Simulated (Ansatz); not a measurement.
BaZrO3:
```yaml
crystal:
  lattice:
    - [4.14736, 0.00000, 0.00000]
    - [0.00000, 4.14736, 0.00000]
    - [0.00000, 0.00000, 4.14736]
  atoms:
    - { symbol: O, position: [0.00000, 0.50000, 0.50000] }
    - { symbol: O, position: [0.50000, 0.00000, 0.50000] }
    - { symbol: O, position: [0.50000, 0.50000, 0.00000] }
    - { symbol: Ba, position: [0.00000, 0.00000, 0.00000] }
    - { symbol: Zr, position: [0.50000, 0.50000, 0.50000] }
```

This is the LDA-relaxed structure.

All from DFT-LDA in the program Ansatz with PAW potentials, unless another level is named. Predict the electron effective mass, band 2 of 3 at the edge.

0.33 along [100], 0.53 along [110], 0.44 along [111] (mₑ).

Predict the smallest direct gap on the standard path.

3.35 eV.

Give the conduction-band minimum.

at Γ.

Give the weight of the conduction-edge state by species (Voronoi cells).

Zr 57 %, O 34 %, Ba 9 %.

Space group Pm-3m (cubic perovskite). The cell was relaxed with LDA under the symmetry of its start. At this level the phase is dynamically unstable (imaginary phonons). No spin polarisation was allowed. Spin–orbit coupling is left out wherever it is not named.

Potentials: the later of the program's two PAW sets.
